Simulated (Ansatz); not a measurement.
TiO$_{2}$:
```
CELL_PARAMETERS angstrom
      4.80445     0.00000     0.00000
      0.00000     4.86676     0.00000
     -0.86515     0.00000     4.96648
ATOMIC_POSITIONS crystal
  Ti 0.27700 0.44548 0.71460
  Ti 0.72300 0.55452 0.28540
  Ti 0.72300 0.94548 0.78540
  Ti 0.27700 0.05452 0.21460
  O  0.44635 0.74204 0.96328
  O  0.55365 0.25796 0.03672
  O  0.55365 0.24204 0.53672
  O  0.44635 0.75796 0.46328
  O  0.06348 0.32225 0.35236
  O  0.93652 0.67775 0.64764
  O  0.93652 0.82225 0.14764
  O  0.06348 0.17775 0.85236
```

Relaxed with r²SCAN.

Q: Give the optical modes at the zone centre with their infrared activity from DFPT, r²SCAN in the plane-wave PAW code Ansatz.

A: Transverse frequencies, without the LO–TO term; a row sums one degenerate level.

```
ω (cm⁻¹)  degeneracy  IR ((D/Å)²/amu)     activity  symmetry
--------  ----------  ---------------  -----------  --------
132                1             0.00  IR-inactive        Ag
184                1             0.00  IR-inactive        Bg
219                1             0.00  IR-inactive        Ag
220                1             8.45           IR        Bu
225                1             0.48           IR        Au
239                1             0.00  IR-inactive        Ag
288                1             6.65           IR        Au
293                1             0.77           IR        Bu
298                1             0.00  IR-inactive        Ag
299                1            19.32           IR        Au
310                1             0.00  IR-inactive        Bg
334                1             0.00  IR-inactive        Ag
343                1           102.32           IR        Bu
368                1             0.00  IR-inactive        Bg
385                1             8.00           IR        Au
392                1           104.46           IR        Bu
398                1             0.00  IR-inactive        Bg
425                1           133.39           IR        Au
440                1             0.00  IR-inactive        Bg
480                1             0.00  IR-inactive        Ag
497                1            53.19           IR        Bu
502                1             0.00  IR-inactive        Ag
519                1             9.85           IR        Au
527                1             0.00  IR-inactive        Bg
528                1             7.97           IR        Bu
586                1             0.00  IR-inactive        Bg
587                1             0.00  IR-inactive        Ag
597                1             7.80           IR        Au
645                1             0.00  IR-inactive        Bg
661                1             0.20           IR        Au
679                1             0.00  IR-inactive        Ag
742                1            16.37           IR        Bu
795                1             0.00  IR-inactive        Bg
```

Q: How high does the top mode go among those that the LO–TO term moves?

A: 844 cm⁻¹ for q along x, 813 cm⁻¹ for q along y, 753 cm⁻¹ for q along z.

Space group P2_1/c. The workflow started from a Materials Project entry (that database holds measured and hypothetical structures alike); the Crystallography Open Database files this formula in space group No. 14, but the cells were not matched. It is not the phase usual at ambient conditions (space group No. 61, 136, 141). The cell was relaxed with r²SCAN under the symmetry of its start; of distortions, only those at the zone centre were tested. No spin polarisation was allowed.

Potentials: the earlier of the program's two PAW sets.
